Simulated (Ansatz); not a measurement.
The relaxed structure here is a generated cell of AlPd: the first start was made by a random draw of sites in a space group, and the end was not matched to a known phase here, so it may be hypothetical.

The start is a randomly generated symmetric cell of AlPd (space group No. 65). Cell shape, volume and atoms are optimised at zero target pressure with PBEsol (plane waves to 420 eV, PAW, scalar-relativistic; Ansatz, an electronic-structure program). The first steps use a coarse 7×7×9 k-mesh.

Initial structure:
```
CELL_PARAMETERS angstrom
      3.54121    -3.75617     0.00000
      3.54121     3.75617     0.00000
      0.00000     0.00000     3.78488
ATOMIC_POSITIONS crystal
  Al 0.13728 0.86272 0.00000
  Al 0.86272 0.13728 0.00000
  Al 0.50000 0.50000 0.50000
  Pd 0.00000 0.00000 0.50000
  Pd 0.65575 0.65575 0.00000
  Pd 0.34425 0.34425 0.00000
```

Task: What is the largest force in the starting geometry, and on which atom (counted from 1)?

Result: 10.80 eV/Å, on Pd5, Pd6 (atoms numbered as listed).

Task: By how much does the energy per atom fall from start to end?

Result: 1.19 eV/atom.

Task: How does the volume per atom move from start to end?

Result: +0.8 %, from 16.78 to 16.91 Å³/atom.

Task: How do the shortest distances between atoms change?

Result: The closest pairs of elements (up to four, under 3.6 Å), start → end: Al–Al 2.06 → 2.97 Å; Al–Pd 2.16 → 2.47 Å; Pd–Pd 2.21 → 2.76 Å.

Task: What band gap does the relaxed structure have at this level?

Result: No gap (metallic).

Task: What does it relax into? Give the structure.

Result: 
```cif
data_Al6Pd6
_chemical_formula_sum 'Al6 Pd6'
_space_group_name_H-M_alt 'Cmmm'
_space_group_IT_number 65
_space_group_name_Hall '-C 2 2'
_cell_length_a 6.63472
_cell_length_b 7.47221
_cell_length_c 4.09362
_cell_angle_alpha 90.000
_cell_angle_beta 90.000
_cell_angle_gamma 90.000
loop_
_atom_site_label
_atom_site_type_symbol
_atom_site_symmetry_multiplicity
_atom_site_Wyckoff_symbol
_atom_site_fract_x
_atom_site_fract_y
_atom_site_fract_z
_atom_site_occupancy
Al1 Al 4 i 0.00000 0.21159 0.00000 1
Al2 Al 2 c 0.00000 0.50000 0.50000 1
Pd1 Pd 2 d 0.50000 0.50000 0.50000 1
Pd2 Pd 4 g 0.29191 0.00000 0.00000 1
```
(The calculation used a cell of 6 atoms; values per cell refer to that cell.)

The space group stays Cmmm (No. 65) (the run could not lower it), with 6 atoms in the primitive cell. Final values are on a 10×10×11 k-mesh of the relaxed cell. No spin polarisation in the result.

The run could not lose the symmetry of its start: the end is stationary, and may be a saddle point rather than a minimum.
